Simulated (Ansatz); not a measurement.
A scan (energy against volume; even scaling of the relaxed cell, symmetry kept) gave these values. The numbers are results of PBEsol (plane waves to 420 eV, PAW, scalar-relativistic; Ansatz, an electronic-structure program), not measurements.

The bulk modulus B₀ (third-order Birch-Murnaghan fit) comes out as 112 GPa, the pressure derivative B₀′ (fit) is 4.9 and the equilibrium volume of the fit is 15.31 Å³/atom.

Question: Of these crystals, all scanned alike, which one is it?
A) EuO (rock salt)
B) KTaO₃ (cubic perovskite)
C) ZnS (zinc blende)
D) Mg₂Sn (antifluorite type, space group Fm-3m)

Answer: A, EuO (rock salt). The others have, for the bulk modulus: Mg2Sn 43.5 GPa, ZnS 78.9 GPa, KTaO3 203 GPa

All were relaxed with their symmetry unable to fall. At this level the bands of Mg2Sn touch or barely overlap; measurements give the solid a gap. EuO is run spin-polarised and with no Hubbard U. KTaO3 is run without spin polarisation. Relaxed EuO ends ferromagnetic. Spin-orbit coupling is left out. The relaxed volume of EuO is well below the measured one. The magnetic order is the one the run started from; other orders were not tried. (This holds for the magnetic or f-shell members.) The filling of the f shell was not checked against other fillings, so treat energies with care. (This holds for the magnetic or f-shell members.)

(Under strain, the slope of the energy per volume gives the stress and its curvature an elastic modulus.)
